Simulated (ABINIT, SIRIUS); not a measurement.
This is a calculation of HfB for SIRIUS 7.12.0. 

Contents of sirius.json:

```json
{
  "control": {
    "processing_unit": "cpu",
    "verbosity": 2,
    "num_bands_to_print": 14,
    "print_forces": true,
    "print_stress": true
  },
  "parameters": {
    "electronic_structure_method": "pseudopotential",
    "xc_functionals": ["XC_GGA_X_PBE_SOL", "XC_GGA_C_PBE_SOL"],
    "gk_cutoff": 8.8,
    "pw_cutoff": 17.6,
    "ngridk": [10, 10, 10],
    "shiftk": [0, 0, 0],
    "smearing": "fermi_dirac",
    "smearing_width": 0.0018374661,
    "num_bands": 14,
    "num_mag_dims": 0,
    "num_dft_iter": 100,
    "energy_tol": 1e-08,
    "density_tol": 1e-06
  },
  "iterative_solver": {
    "type": "davidson",
    "min_tolerance": 1e-10
  },
  "mixer": {
    "type": "anderson",
    "beta": 0.7,
    "max_history": 8
  },
  "settings": {
    "tol_ne": 1e-10,
    "pseudo_grid_cutoff": 6.5
  },
  "unit_cell": {
    "lattice_vectors": [
      [0.0, 4.365267347886, 4.365267347886],
      [4.365267347886, 0.0, 4.365267347886],
      [4.365267347886, 4.365267347886, 0.0]
    ],
    "atom_coordinate_units": "lattice",
    "atom_types": ["Hf", "B"],
    "atom_files": {
      "Hf": "Hf.json",
      "B": "B.json"
    },
    "atoms": {
      "Hf": [
        [0.5, 0.5, 0.5]
      ],
      "B": [
        [0.0, 0.0, 0.0]
      ]
    }
  }
}
```

Potentials or basis: PseudoDojo 0.4.1 PBEsol standard (scalar relativistic).

Command:

```sh
$ upf_to_json Hf.upf
$ upf_to_json B.upf
$ OMP_NUM_THREADS=1 sirius.scf --input=sirius.json --output=out.json --task=0
```

Task: Set up the same calculation for ABINIT 10.8.3 (patched build). Potentials or basis there: PseudoDojo NC SR PBEsol v0.4.1 standard, cutoff 1034 eV.

Result: As run (cutoffs and basis follow the program's own potentials, and thresholds, step limits or extra output files can differ):

run.abi

```
# Pseudopotentials
pp_dirpath "./"
pseudos "Hf.upf, B.upf"

# Structure
acell 6.1734202868 6.1734202868 6.1734202868
rprim
     0.0000000000     0.7071067812     0.7071067812
     0.7071067812     0.0000000000     0.7071067812
     0.7071067812     0.7071067812     0.0000000000
ntypat 2
znucl 72 5
natom 2
typat 1 2
xred
     0.5000000000     0.5000000000     0.5000000000
     0.0000000000     0.0000000000     0.0000000000

# Plane-wave basis
ecut 38.0

# k points
kptopt 1
ngkpt 10 10 10
nshiftk 1
shiftk 0.0 0.0 0.0

# Exchange and correlation
ixc -116133

# Bands and occupations
nband 12
occopt 3
tsmear 0.05 eV

# SCF cycle
nstep 100
tolvrs 1.0e-10

# Output
iomode 3
prtwf 0
prtden 0
prteig 0
prtebands 0
enunit 1
```

Potentials or basis: PseudoDojo NC SR PBEsol v0.4.1 standard.

Launch:

```console
$ abinit run.abi > log 2>&1
```

Both were run:

|  | SIRIUS | ABINIT |
| --- | --- | --- |
| Pressure | 24.6 GPa | 24.6 GPa |

The cell lies far from this level's equilibrium.

Pressure is positive in compression.
